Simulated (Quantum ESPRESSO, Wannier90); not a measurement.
Wannierisation of CsH (rock salt)

```xyz
2
Lattice="0.0000 3.1913 3.1913 3.1913 0.0000 3.1913 3.1913 3.1913 0.0000" Properties=species:S:1:pos:R:3 pbc="T T T"
Cs     0.0000     0.0000     0.0000
H      3.1913     3.1913     3.1913
```

Materials Project entry mp-1057286; symmetrised, unrelaxed at this level. COD (Crystallography Open Database) has an entry of this formula and space group (matched by these alone). Level: PBEsol, spinors with spin-orbit coupling; pw.x of Quantum ESPRESSO at 58 Ry with PseudoDojo potentials, 8×8×8 k-points, Wannier90. Density: 8×8×8 mesh, cold smearing 0.01 Ry.

Bands 9-10 form an isolated set from -1.77 to 0.00 eV relative to the valence-band maximum (on the path) and are turned into 2 Wannier functions by minimising the spread from the start: atomic waves H 1s.

Question: Where do the functions sit, how wide are they and what are they made of?

Answer: 
| functions | spread (Å²) | nearest atom, distance (Å) | second atom, distance (Å) | weight on atomic waves |
|---|---|---|---|---|
| 2 | 2.66 | H 0.00 | Cs 3.19 | H 1s 78 %, Cs 6s 14 %, Cs 5p 4 % |

Ω_I = 5.31 Å², Ω_total = 5.31 Å²; the interpolated bands follow pw.x to 0.3 meV rms on the path. It is the lowest total spread that any start reached here.
